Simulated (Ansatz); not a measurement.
Method: r2SCAN, no spin polarisation; PAW, plane waves to 500 eV, 8×8×8 Γ-centred mesh, fermi-dirac occupations (width 0.1 eV) (Ansatz 0.2.0), atoms fixed.

Computed maps in the lattice plane spanned by b (left to right, 5.56 Å, 17 points from zero) and c (bottom to top, 5.56 Å, 17 points from zero), 60° apart, at height 0.250 along a. The fields are smooth PAW ones with compensation charges, not the true ones near nuclei.

Valence density. Digits on a logarithmic scale: 0 up to 0.03 e/Å³, each further digit a factor of 1.6, 9 from 1.3 e/Å³ up:
```
67775433346776666
68998642347999766
68999963246999976
57999985335899996
55899996324699997
54579986422468997
43356765322245676
43344444322223444
45665433233433233
47998642345665323
48999974346898643
47999996447999964
45999998546999985
44799999645799997
53479999633589997
54345787533457887
55544444444555666
```

Task: The cell is NaLu$_{2}$OsO$_{6}$. Which atoms lie within 0.2 Å of this plane, and where (fractions of b and c)?

Result: Lu at (0.25, 0.25), O at (0.78, 0.22), O at (0.78, 0.78), O at (0.22, 0.78). The whole cell:
```
Na Lu Os O
1.0
     0.00000    3.92984    3.92984
     3.92984    0.00000    3.92984
     3.92984    3.92984    0.00000
Na Lu Os O
1 2 1 6
Direct
  0.50000 0.50000 0.50000
  0.25000 0.25000 0.25000
  0.75000 0.75000 0.75000
  0.00000 0.00000 0.00000
  0.77600 0.22400 0.22400
  0.22400 0.77600 0.22400
  0.22400 0.77600 0.77600
  0.77600 0.22400 0.77600
  0.22400 0.22400 0.77600
  0.77600 0.77600 0.22400
```

Origin: a known structure type with other elements, at an estimated volume, so it need not be a known compound. Caveats: many states at the Fermi level without spin polarisation, so a magnetic state may lie lower; atoms or cell far from equilibrium.
